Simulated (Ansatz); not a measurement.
SiNi3 (Cu3Au type), relaxed with PBEsol (Ansatz, a first-principles code, plane waves, PAW): a = b = c = 3.4610 Å, α = β = γ = 90.00°.

| Quantity | Result |
|---|---|
| ΔH_f (eV/atom) | -0.53 |
| B₀ by P(V) fit (GPa) | 240 |
| K_Hill (GPa) | 240 |
| G_Hill (GPa) | 121 |
| highest Γ mode, no LO–TO term (cm⁻¹) | 337 |
| Θ_D (K) | 585 |

Q: The same phase is relaxed and computed with r²SCAN in the same code. What are the cell and these values now?

A: a = b = c = 3.464 Å, α = β = γ = 90.00°.

- ΔH_f (eV/atom) = -0.44
- B₀ by P(V) fit (GPa) = 240
- K_Hill (GPa) = 240
- G_Hill (GPa) = 122
- highest Γ mode, no LO–TO term (cm⁻¹) = 338
- Θ_D (K) = 588

Began spin-polarised and lost the moments: SiNi3, Cu3Au type with PBEsol; SiNi3, Cu3Au type with r²SCAN. All cells were relaxed under the symmetry of their starts (and spin orders); stability against distortions was not tested throughout.

Potentials: the later of the program's two PAW sets.

Ansatz is a plane-wave DFT program.

Formation energies count from the lowest solids of the elements computed at the same level, not from gases.
